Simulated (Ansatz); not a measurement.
A 6-atom cell of SnSiO4 built on the rutile structure (relaxed group Cmmm) was relaxed with 3 functionals in the PAW code Ansatz, cell and atoms free, the symmetry of the start kept (meshes: PBE 6×6×8, r2SCAN 6×6×8, PBEsol 6×6×8). Computed, not measured; no magnetism was allowed, and whether the structure is a known phase isn't checked.

The PBE result:
```
CELL_PARAMETERS angstrom
3.25136 -3.16286 0.00000
3.25136 3.16286 0.00000
0.00000 0.00000 2.97598
ATOMIC_POSITIONS crystal
Sn 0.50000 0.50000 0.50000
Si 0.00000 0.00000 0.00000
O 0.17660 0.17660 0.50000
O 0.82340 0.82340 0.50000
O 0.71927 0.28073 0.00000
O 0.28073 0.71927 0.00000
```

The symmetry is Cmmm (No. 65, orthorhombic); conventional cell a = 6.326 Å, b = 6.503 Å, c = 2.976 Å, 10.20 Å³ an atom. Sn is surrounded by 6 O at 2.03–2.10 Å and 2 Sn at 2.98 Å; Si is surrounded by 6 O at 1.78–1.88 Å; O is surrounded by 2 Si at 1.88 Å and 1 Sn at 2.10 Å; O is surrounded by 1 Si at 1.78 Å and 2 Sn at 2.03 Å.

Task: Order the functionals by the relaxed volume, smallest first.
A. PBEsol
B. PBE
C. r2SCAN

Result: C (9.85 Å³/atom), A (9.93 Å³/atom), B (10.20 Å³/atom).

Task: What lattice does r2SCAN give?

Result: a = 6.250 Å, b = 6.422 Å, c = 2.945 Å; the volume differs by -3.5 % from PBE's. Around Sn lie 6 O at 2.01–2.07 Å and 2 Sn at 2.94 Å; around Si lie 6 O at 1.75–1.86 Å; around O lie 2 Si at 1.86 Å and 1 Sn at 2.07 Å (further sites aren't listed).

Task: What lattice does PBEsol give?

Result: a = 6.271 Å, b = 6.433 Å, c = 2.953 Å; the volume differs by -2.7 % from PBE's. Sn is surrounded by 6 O at 2.02–2.08 Å and 2 Sn at 2.95 Å; Si is surrounded by 6 O at 1.76–1.86 Å; O is surrounded by 2 Si at 1.86 Å and 1 Sn at 2.08 Å (further sites aren't listed).

Task: Held at the r2SCAN cell, what mean stress does PBE find, and does its sign point to its own minimum?

Result: Yes. PBE +8.58 GPa, and its relaxed volume is +3.6 % from r2SCAN's. Compression counts positive, so a positive stress asks for a larger cell.
